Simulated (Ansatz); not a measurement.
One crystal and one scan (frozen-phonon scan) at two levels, PBE (plane waves to 420 eV, PAW, scalar-relativistic; Ansatz, a quantum-chemistry and plane-wave program) and r2SCAN (plane waves to 500 eV, PAW, scalar-relativistic; Ansatz), each from its own relaxed cell and on its own mesh.

The crystal is Pd (fcc, Cu type); a phonon pattern at L = (0.5, 0.0, 0.0) is frozen into a 2-atom cell, Q being the largest atomic displacement.

Pd is run without spin polarisation. Pd was relaxed with its symmetry unable to fall. The PAW data are Ansatz's earlier set. With partly filled bands, energies and forces of such displacements shift with the k mesh and the smearing. Both scans cover Q from -0.280 to 0.280 Å.

| quantity | run 1 | run 2 |
|---|---|---|
| Lattice constant a (Å) | 3.911 | 3.943 |
| Energy at Q = 0.280 Å (meV/cell) | 234 | 230 |
| Harmonic wavenumber from the curvature (finite differences) (cm⁻¹ (negative: imaginary)) | 108 | 106 |

Which run is which level?

Run 2 is PBE, run 1 is r2SCAN. PBE gives the higher value for: lattice constant a. PBE gives the lower value for: energy at Q = 0.280 Å. Both give the same space group of the distorted cell: P-1 (No. 2), lowered from Fm-3m. Neither level is exact: the differences show how much the result hangs on the functional.

(For displaced atoms, the force is minus the slope of the energy, and its curvature is a force constant, which sets phonon frequencies.)
